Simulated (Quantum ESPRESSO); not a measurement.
Band energies of MoS2

```
MoS2
1.0
    3.14988     0.00000     0.00000
   -1.57494     2.72787     0.00000
    0.00000     0.00000    12.09081
S Mo
4 2
Cartesian
  1.57494   0.90929   7.50197
  0.00000   1.81858   4.58884
  0.00000   1.81858   1.45656
  1.57494   0.90929  10.63425
  1.57494   0.90929   3.02270
  0.00000   1.81858   9.06811
```

norm-conserving PBEsol (Quantum ESPRESSO, 80 Ry, no spin-orbit coupling); path ΓMKΓALHA,LM,KH; energies in eV from the valence-band maximum.

| k (1/Å) | point | band 22 | band 23 | band 24 | band 25 | band 26 | band 27 | band 28 | band 29 |
|---|---|---|---|---|---|---|---|---|---|
| 0.00 | Γ | -2.17 | -2.17 | -1.32 | -1.09 | 0.00 | 2.07 | 2.07 | 2.11 |
| 0.19 |  | -2.34 | -2.10 | -1.30 | -0.98 | -0.23 | 1.96 | 2.00 | 2.07 |
| 0.58 |  | -2.43 | -2.41 | -1.63 | -1.62 | -1.47 | 1.11 | 1.53 | 1.81 |
| 0.77 |  | -2.12 | -2.10 | -1.97 | -1.95 | -1.63 | 1.30 | 1.44 | 1.65 |
| 1.15 | M | -2.55 | -1.79 | -1.53 | -1.53 | -1.37 | 1.60 | 1.65 | 1.96 |
| 1.59 |  | -3.56 | -2.91 | -2.43 | -1.07 | -0.84 | 1.27 | 1.36 | 1.88 |
| 1.82 | K | -4.00 | -2.73 | -2.73 | -0.87 | -0.65 | 1.04 | 1.04 | 1.61 |
| 2.20 |  | -3.40 | -2.49 | -2.08 | -1.40 | -1.30 | 1.05 | 1.86 | 1.90 |
| 2.58 |  | -2.65 | -1.85 | -1.48 | -1.45 | -1.41 | 0.87 | 1.64 | 1.67 |
| 2.77 |  | -2.87 | -1.94 | -1.32 | -1.05 | -0.83 | 1.39 | 1.71 | 1.83 |
| 3.15 | Γ | -2.17 | -2.17 | -1.32 | -1.09 | 0.00 | 2.07 | 2.07 | 2.11 |
| 3.15 | A | -2.20 | -2.20 | -2.20 | -0.27 | -0.27 | 2.08 | 2.08 | 2.08 |
| 3.31 |  | -2.33 | -2.03 | -2.03 | -0.37 | -0.37 | 2.00 | 2.00 | 2.16 |
| 3.48 |  | -2.64 | -1.91 | -1.91 | -0.72 | -0.72 | 1.75 | 1.75 | 2.00 |
| 3.80 |  | -2.31 | -2.28 | -2.28 | -1.64 | -1.64 | 1.53 | 1.53 | 1.58 |
| 3.97 |  | -2.58 | -1.94 | -1.94 | -1.70 | -1.70 | 1.53 | 1.53 | 1.72 |
| 4.30 | L | -2.74 | -1.66 | -1.66 | -1.44 | -1.44 | 1.62 | 1.62 | 2.14 |
| 4.63 |  | -3.15 | -2.70 | -2.70 | -1.06 | -1.06 | 1.50 | 1.50 | 2.29 |
| 4.80 |  | -3.56 | -2.84 | -2.84 | -0.90 | -0.90 | 1.22 | 1.22 | 2.25 |
| 4.96 | H | -3.49 | -2.97 | -2.97 | -0.78 | -0.78 | 1.05 | 1.05 | 2.16 |
| 5.11 |  | -3.57 | -2.82 | -2.82 | -0.91 | -0.91 | 1.20 | 1.20 | 2.18 |
| 5.41 |  | -3.34 | -2.21 | -2.21 | -1.43 | -1.43 | 1.30 | 1.30 | 1.98 |
| 5.55 |  | -2.88 | -1.93 | -1.93 | -1.55 | -1.55 | 1.12 | 1.12 | 1.86 |
| 5.85 |  | -2.82 | -1.75 | -1.75 | -1.06 | -1.06 | 1.44 | 1.44 | 1.85 |
| 6.14 |  | -2.31 | -2.05 | -2.05 | -0.35 | -0.35 | 2.00 | 2.00 | 2.16 |
| 6.29 | A | -2.20 | -2.20 | -2.20 | -0.27 | -0.27 | 2.08 | 2.08 | 2.08 |
| 6.29 | L | -2.74 | -1.66 | -1.66 | -1.44 | -1.44 | 1.62 | 1.62 | 2.14 |
| 6.55 | M | -2.55 | -1.79 | -1.53 | -1.53 | -1.37 | 1.60 | 1.65 | 1.96 |
| 6.55 | K | -4.00 | -2.73 | -2.73 | -0.87 | -0.65 | 1.04 | 1.04 | 1.61 |
| 6.81 | H | -3.49 | -2.97 | -2.97 | -0.78 | -0.78 | 1.05 | 1.05 | 2.16 |

The PBEsol gap is indirect, 0.74 eV, from Γ to 43 % of the way from K to Γ; the smallest direct gap is 1.70 eV.

Spin-orbit splittings are left out.

Geometry relaxed with PBE+D3(BJ).
